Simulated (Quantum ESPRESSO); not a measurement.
```cif
data_F18Mg3Ti3
_chemical_formula_sum 'F18 Mg3 Ti3'
_space_group_name_H-M_alt 'R-3 :H'
_space_group_IT_number 148
_space_group_name_Hall '-R 3'
_cell_length_a 5.21656
_cell_length_b 5.21656
_cell_length_c 13.33352
_cell_angle_alpha 90.000
_cell_angle_beta 90.000
_cell_angle_gamma 120.000
loop_
_atom_site_label
_atom_site_type_symbol
_atom_site_symmetry_multiplicity
_atom_site_Wyckoff_symbol
_atom_site_fract_x
_atom_site_fract_y
_atom_site_fract_z
_atom_site_occupancy
F1 F 18 f 0.24716 0.32347 0.08122 1
Mg1 Mg 3 b 0.00000 0.00000 0.50000 1
Ti1 Ti 3 a 0.00000 0.00000 0.00000 1
```
(The calculation used a cell of 8 atoms; values per cell refer to that cell.)

The geometry is that of Materials Project entry mp-1399447, symmetrised and not relaxed again.

Problem. What does PBEsol (pw.x of Quantum ESPRESSO, ONCV potentials, without SOC) give for the electronic structure near the Fermi level?

Solution. The PBEsol gap is 4.88 eV and nearly direct: the edges lie at Γ and F, the smallest direct gap within 0.02 eV of it. Another conduction extremum on the path lies within 0.02 eV, too close to call. 

The structure is a Materials Project entry; no match was found in the copy of COD used, and its stability was not checked.
